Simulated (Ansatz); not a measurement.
Below is a relaxed structure of Ga4SbAs3. The cell was found from a structure generator's guess, not taken from experiment.

Method: DFT PBE, scalar-relativistic, plane waves, PAW (Ansatz). Cutoff 420 eV, Γ-centred mesh, Gaussian smearing, no spin polarisation.

```cif
data_structure
_symmetry_space_group_name_H-M 'P 1'
_symmetry_Int_Tables_number 1
_cell_length_a 5.8677
_cell_length_b 5.8677
_cell_length_c 5.8677
_cell_angle_alpha 90.000
_cell_angle_beta 90.000
_cell_angle_gamma 90.000
_cell_volume 202.02
loop_
_atom_site_label
_atom_site_type_symbol
_atom_site_fract_x
_atom_site_fract_y
_atom_site_fract_z
_atom_site_occupancy
Ga1 Ga 0.24179 0.75821 0.75821 1
Ga2 Ga 0.24179 0.24179 0.24179 1
Ga3 Ga 0.75821 0.75821 0.24179 1
Ga4 Ga 0.75821 0.24179 0.75821 1
Sb1 Sb 0.50000 0.50000 0.50000 1
As1 As 0.00000 0.50000 0.00000 1
As2 As 0.00000 0.00000 0.50000 1
As3 As 0.50000 0.00000 0.00000 1
```

Formation energies are uncorrected and refer to the elements' standard structures at the same level.

(1) Find its symmetry and describe it.

(2) What is its formation energy per atom?

(3) Is it a metal?

Results:

(1) P-43m (No. 215), with Sb and As ordered on zinc blende sites. Conventional cell: a = 5.868 Å. Around Ga lie 3 As at 2.51 Å and 1 Sb at 2.62 Å; Sb is surrounded by 4 Ga at 2.62 Å; around As lie 4 Ga at 2.51 Å.

(2) −0.28 eV/atom. It lies below the elements, which doesn't yet make it stable against other compounds or structures.

(3) There is no gap on the 6×6×6 mesh, but valence and conduction bands meet within 0.015 eV, so at this level it has a zero gap rather than a metal's Fermi surface.

The last run used a 6×6×6 mesh for its 8-atom cell and Gaussian smearing of 0.10 eV. These runs have no spin–orbit coupling, which can matter for Sb. The zero gap may come from the functional, which often closes small gaps. The reference form of As is held partly by dispersion forces, which this level lacks. A structure relaxed within its symmetry needn't be a true minimum.
